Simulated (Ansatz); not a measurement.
EuAgAs in space group P6_3/mmc (No. 194; Eu on 2a, As on 2c, Ag on 2d), PBE (plane waves, PAW; program Ansatz), all energies at zero smearing, with the estimated change up to a 700 eV cutoff added, with one set of potentials and settings (totals compare only within such a set). Cell of 6 atoms (2 Eu, 2 As, 2 Ag): -42431.135 eV.

| element | reference phase | E (eV/atom) |
|---|---|---|
| Eu | Cmcm, 2 atoms in the cell, spin-polarised | -8766.4964 |
| As | R-3m, 2 atoms in the cell | -4856.1377 |
| Ag | R-3m, 3 atoms in the cell | -7590.5531 |

Formation energy per atom, worked out: (-42431.135 − 2×(-8766.4964) − 2×(-4856.1377) − 2×(-7590.5531))/6 = -0.793 eV/atom (-77 kJ per mol of atoms), at 0 K, without zero-point energy or fitted corrections.

The workflow started from an entry of the Crystallography Open Database (COD). Whether it is the stable phase at ambient conditions was not checked. The PBE relaxation kept the symmetry of its start; whether a distortion lowers the energy is not shown. Magnetic state: ferromagnetic, chosen from 2 collinear starts compared on coarse meshes (ties went to the first, and starts can fall back to one state), not a proven ground state. Caveat: open 4f shells can settle in a state that is not the lowest. No Hubbard U is applied. The references are the lowest solids computed at this level, not always the standard phases. Spin–orbit coupling is left out wherever it is not named.

Potentials: the later of the program's two PAW sets.
